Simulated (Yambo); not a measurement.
Yambo run on LaAgSO (space group P4/nmm, No. 129). The wavefunctions are norm-conserving PBEsol (Quantum ESPRESSO, 110 Ry, no spin-orbit coupling) ones on a 4×4×1 mesh (42 occupied bands); a = b = 4.0917 Å, c = 9.1024 Å, α = β = γ = 90.00°.

Yambo input:

```
rim_cut
gw0
dyson
el_el_corr
HF_and_locXC
cohsex
em1s
RandQpts= 1000000
RandGvec= 1 Ry
EXXRLvcs= 110 Ry
VXCRLvcs= 440 Ry
Chimod= "HARTREE"
% BndsRnXs
 9 | 179 |
%
NGsBlkXs= 6 Ry
% LongDrXs
 1.0 | 1.0 | 1.0 |
%
ExtendOut
% QPkrange
 1 | 1 | 42 | 43 |
%
```

k points by index: 1 = Γ.

Table of the .qp output:

```
#    K-point    Band    Eo [eV]    E [eV]    E-Eo [eV]    Vxc [eV]    Vnlxc [eV]    Sc|Eo [eV]    Re(Z)    Im(Z)
#
    1    42    0.000000    -2.083037    -2.083037    -16.78041    -20.08702    1.223575    1.000000    0.000000
    1    43    1.222234    0.287500    -0.934734    -11.41585    -7.311504    -5.039084    1.000000    0.000000
```
(The two width columns are left out.) Convergence of these settings isn't established.

Geometry of the Materials Project entry, not relaxed at this level.
